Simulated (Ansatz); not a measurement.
Level: PBEsol, no spin polarisation; 420 eV; 6×6×6 Γ-centred mesh; fermi-dirac occupations (width 0.1 eV); Ansatz 0.2.0, fixed geometry.

Computed maps in the lattice plane spanned by a (left to right, 6.69 Å, 20 points from zero) and b (bottom to top, 6.69 Å, 20 points from zero), 115° apart, at height 0.557 along c. The fields are smooth PAW ones with compensation charges, not the true ones near nuclei.

Valence density. Digits on a logarithmic scale: 0 up to 0.03 e/Å³, each further digit a factor of 1.6, 9 from 1.3 e/Å³ up:
```
54211356776532234566
64213579997532246777
64225799898532467898
53236890897422578997
42247998985323578986
21246899863113567764
00135676531012455542
00124444210001233310
00012222100000111100
00012332100000122100
00134554310002333320
01357776420124565431
13689987421246777531
35898997422468987532
47980996323579987532
57999975224678876423
57899753124577764223
46776531123555543223
44543212233444332223
43321124555432223344
```

ELF. Ten even steps from '0' (0.01) to '9' (0.90):
```
52000278988510014677
85002899899720158998
85007997699710389999
83038972599501699999
70059976998202799999
20168999984003799998
00157899840002688873
00025664200001344310
00000100000000000000
00000111000000000000
00025665310001455410
00589998610037888630
04899999710289999730
28996799600699999820
59962799302899999710
79967997104899998401
69999982004789985101
47888720001467641001
13453100111122211001
11100014654210011232
```

**Question.** The cell is HCl$_{4}$. Which atoms lie within 0.2 Å of this plane, and where (fractions of a and b)?

**Answer.** Cl at (0.36, 0.80), Cl at (0.20, 0.25). The whole cell:
```
Cl H
1.0
    -3.98763    3.98763    3.59582
     3.98763   -3.98763    3.59582
     3.98763    3.98763   -3.59582
Cl H
8 2
Direct
  0.36100 0.80400 0.55700
  0.80400 0.74700 0.44300
  0.74700 0.80400 0.94300
  0.80400 0.36100 0.05700
  0.63900 0.19600 0.44300
  0.19600 0.63900 0.94300
  0.25300 0.19600 0.05700
  0.19600 0.25300 0.55700
  0.12500 0.87500 0.25000
  0.87500 0.12500 0.75000
```

Origin: a known structure type with other elements, at an estimated volume, so it need not be a known compound. Caveats: many states at the Fermi level without spin polarisation, so a magnetic state may lie lower.
